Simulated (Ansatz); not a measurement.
Here is the system:

GaSb (rock salt, Fm-3m), a = 5.739 Å, b = 5.739 Å, c = 5.739 Å, α = 90.00°, β = 90.00°, γ = 90.00°; the cell used has 2 atoms.

This is the r²SCAN-relaxed structure.

All from plane-wave PAW r²SCAN (Ansatz code), unless another level is named. Predict the electronic character.

metallic (no gap).

And the formation energy from the elements (no fitted shifts)?

0.062 eV/atom.

Predict the density of states at the Fermi level.

0.50 states/eV per atom (mean over ±0.08 eV).

A made-up cell: these elements were put on the sites of a structure type; neither database checked (COD, Materials Project) lists it. It is not the phase usual at ambient conditions (space group No. 216). The r²SCAN relaxation kept the symmetry of its start; whether a distortion lowers the energy is not shown. The references are the lowest solids computed at this level, not always the standard phases. Scalar-relativistic: spin–orbit coupling is off unless named, which matters more the heavier the elements.

Potentials: the later of the program's two PAW sets.
